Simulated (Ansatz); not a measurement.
The following input was run with Ansatz 0.2.0.

```yaml
crystal:
  lattice:
    - [6.5768254331, 0.0, 0.0]
    - [-3.2884127165, 5.6956979013, 0.0]
    - [0.0, 0.0, 3.9903950709]
  atoms:
    - { symbol: Tl, position: [0.0, 0.5, 0.0] }
    - { symbol: Tl, position: [0.5, 0.0, 0.0] }
    - { symbol: Tl, position: [0.5, 0.5, 0.0] }
    - { symbol: Pt, position: [0.0, 0.0, 0.0] }
    - { symbol: Pt, position: [0.6666666667, 0.3333333333, 0.5] }
    - { symbol: Pt, position: [0.3333333333, 0.6666666667, 0.5] }
basis:
  ecutwfc: 420
kpoints:
  mp_grid: { grid: [6, 6, 10] }
  band_path:
    path:
      - [[0.0, 0.0, 0.0], [0.5, 0.0, 0.0], [0.33333333, 0.33333333, 0.0], [0.0, 0.0, 0.0], [0.0, 0.0, 0.5], [0.5, 0.0, 0.5], [0.33333333, 0.33333333, 0.5], [0.0, 0.0, 0.5]]
      - [[0.5, 0.0, 0.5], [0.5, 0.0, 0.0]]
      - [[0.33333333, 0.33333333, 0.5], [0.33333333, 0.33333333, 0.0]]
    npoints: 14
hamiltonian:
  xc: pbesol
scf:
  occupations: { method: gaussian, width: 0.1 }
  n_extra_bands: 15
output:
  forces: true
  stress: true
  eigenvalues: true
  populations: true
  dos: { projected: true, de: 0.02, nscf_kmesh: { grid: [9, 9, 15] } }
  bader: true
```

Run as
```bash
ansatz run input.yaml --threads 2 --pin off --max-ram 5120MiB --backend cpu --events-out ev --progress --plain --runs-dir out
```

Level of theory: DFT PBEsol, scalar-relativistic, plane waves, PAW in Ansatz.

Abridged output (iterations and final results):

```
SCF iter   1: F=—  HF=-71034.798495 eV  |F-HF|=—  |Δ(HF+E_count)|=         —  Δρ=5.82e-3  dr2=8.08e-2  ethr=1.77e-3  ⟨swp⟩=6.0  Hψ=9893  notcnv=0  defer=74
SCF iter   2: F=—  HF=-71034.787394 eV  |F-HF|=—  |Δ(HF+E_count)|=   1.11e-2  Δρ=4.11e-3  dr2=2.31e-2  ethr=8.69e-5  ⟨swp⟩=2.0  Hψ=4621  notcnv=0  defer=204
SCF iter   3: F=—  HF=-71034.781592 eV  |F-HF|=—  |Δ(HF+E_count)|=   5.80e-3  Δρ=7.93e-4  dr2=2.35e-3  ethr=2.48e-5  ⟨swp⟩=2.0  Hψ=3713  notcnv=0  defer=204
SCF iter   4: F=—  HF=-71034.781166 eV  |F-HF|=—  |Δ(HF+E_count)|=   4.26e-4  Δρ=1.70e-4  dr2=1.20e-4  ethr=2.53e-6  ⟨swp⟩=2.5  Hψ=3737  notcnv=0  defer=204
SCF iter   5: F=—  HF=-71034.781150 eV  |F-HF|=—  |Δ(HF+E_count)|=   1.65e-5  Δρ=5.31e-5  dr2=3.98e-6  ethr=1.29e-7  ⟨swp⟩=1.7  Hψ=2350  notcnv=0  defer=204
SCF iter   6: F=—  HF=-71034.781168 eV  |F-HF|=—  |Δ(HF+E_count)|=   1.81e-5  Δρ=1.11e-5  dr2=1.61e-7  ethr=4.28e-9  ⟨swp⟩=2.0  Hψ=3953  notcnv=0  defer=204
SCF iter   7: F=-71034.781168 eV  HF=-71034.781168 eV  |F-HF|=1.37e-8  |Δ(HF+E_count)|=   6.17e-8  Δρ=3.83e-6  dr2=3.18e-8  ethr=1.08e-10  ⟨swp⟩=10.9  Hψ=11707  notcnv=0
SCF 1 converged in 7 iterations: F = -71034.781168 eV  dr2 = 3.18e-8
SCF converged after 7 iterations
Free energy (F): -71034.781168 eV
Harris-Foulkes:  -71034.781168 eV  (|F-HF|=1.37e-8)
Internal energy: -71034.757253 eV  (E = F + TS)
E sigma→0 (E₀):  -71034.769210 eV
Entropy (-TS):   -0.023915 eV (-3.986 meV/atom)
Fermi energy:    11.649533 eV
--- Per-component energies (eV) ---
  E_band       = -878.259121
  E_kinetic    = 2925.170688
  E_local      = -9916.790837  (includes V_loc(G=0)·N_el)
  E_nonlocal   = 1573.330421
  E_hartree    = 3789.976663
  E_xc         = -1458.024211
  E_vxc        = -1322.499524  (∫ρ·V_xc dr)
  E_paw        = -58016.440890  (= ΣΔE_a)
  E_vpaw       = -1717.429371  (= ΣTr[D̂ρ^β])
  E_aug_tail   = 0.000668  (compensation charges beyond the density's cutoff)
  E_ewald      = -9932.955493
  E_core_change = 0.975739  (= ΣΔE_core)
  E_smearing   = -0.023915  (= −TS)
--- Forces (eV/Å), atoms counted from 1 ---
  atom   1  Tl     0.00000000     0.00000000     0.00000000
  atom   2  Tl     0.00000000     0.00000000     0.00000000
  atom   3  Tl     0.00000000     0.00000000     0.00000000
  atom   4  Pt     0.00000000     0.00000000     0.00000000
  atom   5  Pt     0.00000000     0.00000000     0.00000000
  atom   6  Pt     0.00000000     0.00000000     0.00000000
--- Stress (GPa, compression-positive) ---
       -4.428043       0.000000       0.000000
        0.000000      -4.428043       0.000000
        0.000000       0.000000      -5.224073
  P = ⅓ Tr σ = -4.6934 GPa (-46.934 kbar)
--- Band table (eV; the first three rows and the last of 42) ---
  k-point 0: bands = ["-86.1243", "-86.1242", "-84.7936", "-40.5456", "-40.5448", "-40.2646", "-40.2646", "-40.2605", "-40.2605", "-39.0509", "-39.0509", "-38.9413", "-0.5520", "-0.0317", "-0.0317", "0.0256", "0.0873", "0.0873", "0.1403", "0.3881", "0.3881", "0.5232", "0.5232", "0.6007", "0.6007", "0.6246", "0.8678", "2.1829", "5.9463", "6.1242", "6.1242", "8.3978", "8.3978", "8.7939", "8.7939", "8.9503", "9.7894", "9.7894", "9.9330", "9.9330", "10.3115", "10.4322", "10.9597", "10.9597", "11.1854", "11.1854", "11.3901", "11.4038", "11.4038", "13.2916", "17.0537", "18.1497", "18.1497", "18.1996", "19.9069", "19.9069", "20.1262", "20.1262", "20.2570", "20.7082", "20.9272", "20.9272"]
  k-point 1: bands = ["-86.1243", "-86.1242", "-84.7936", "-40.5457", "-40.5452", "-40.2645", "-40.2645", "-40.2605", "-40.2605", "-39.0509", "-39.0509", "-38.9415", "-0.5259", "-0.0293", "-0.0293", "-0.0136", "0.1020", "0.1020", "0.1632", "0.3953", "0.3953", "0.5133", "0.5133", "0.6063", "0.6063", "0.6204", "0.8680", "2.2738", "6.0860", "6.0860", "6.1299", "8.4756", "8.4756", "8.8245", "8.8245", "8.9248", "9.5654", "9.5654", "9.9633", "9.9633", "10.3254", "10.4944", "10.9198", "10.9198", "11.2023", "11.2023", "11.2969", "11.6516", "11.6516", "12.5209", "18.1277", "18.1457", "18.1457", "18.2861", "18.2861", "18.2936", "18.3540", "20.0763", "20.5227", "20.5227", "21.9973", "21.9973"]
  k-point 2: bands = ["-86.1243", "-86.1242", "-84.7936", "-40.5462", "-40.5460", "-40.2643", "-40.2643", "-40.2606", "-40.2606", "-39.0509", "-39.0509", "-38.9420", "-0.4586", "-0.1108", "-0.0253", "-0.0253", "0.1409", "0.1409", "0.2201", "0.4128", "0.4128", "0.4879", "0.4879", "0.6093", "0.6251", "0.6251", "0.8686", "2.5519", "6.0032", "6.0032", "6.6549", "8.6319", "8.6319", "8.7724", "8.7724", "8.8004", "9.2877", "9.2877", "10.0864", "10.0864", "10.3173", "10.3509", "10.8543", "10.8543", "10.8845", "11.2682", "11.2682", "11.8972", "12.0867", "12.0867", "16.3588", "16.4529", "16.4529", "18.4961", "18.4961", "18.5398", "18.5589", "19.9998", "19.9998", "20.2072", "23.8101", "23.8101"]
  k-point 41: bands = ["-86.1242", "-86.1242", "-84.7936", "-40.5479", "-40.5479", "-40.2639", "-40.2623", "-40.2623", "-40.2606", "-39.0508", "-39.0508", "-38.9432", "-0.0479", "-0.0479", "0.0943", "0.1034", "0.1034", "0.2936", "0.3759", "0.3978", "0.3978", "0.4446", "0.4817", "0.4817", "0.5278", "0.5278", "0.6261", "4.6872", "4.6872", "5.2619", "7.8438", "7.8438", "8.5815", "8.5815", "8.6248", "8.6737", "9.4350", "9.4350", "9.8551", "9.8551", "9.8959", "10.1046", "10.4787", "10.4787", "10.9775", "10.9775", "11.6234", "11.7807", "12.5216", "14.7483", "14.7483", "16.0961", "16.5895", "16.5895", "17.1297", "17.1297", "18.1577", "20.1113", "20.1796", "20.5659", "20.5659", "22.0391"]
--- Löwdin populations: 6 sites ---
  site symbol q [e]
     0     Tl     13.1131
     1     Tl     13.1131
     2     Tl     13.1131
     3     Pt     17.9708
     4     Pt     17.7373
     5     Pt     17.7373
  spilling = 0.002316 (of n_electrons = 93.000000)
--- Bader charges: 6 sites ---
  site symbol charge [e]  shift [e]
     0     Tl      0.4560     0.0001
     1     Tl      0.4560     0.0001
     2     Tl      0.4560     0.0001
     3     Pt     -0.4244     0.0000
     4     Pt     -0.4717     0.0002
     5     Pt     -0.4717     0.0002
  estimated error of the sums over rays = 4.5e-4 e
```

The calculation finished and met its thresholds.

Time: 100 s on 2 threads of Arm Neoverse N1, on a shared host, peak memory 0.89 GiB.

Spin–orbit coupling is left out, which can shift energies with elements as heavy as these.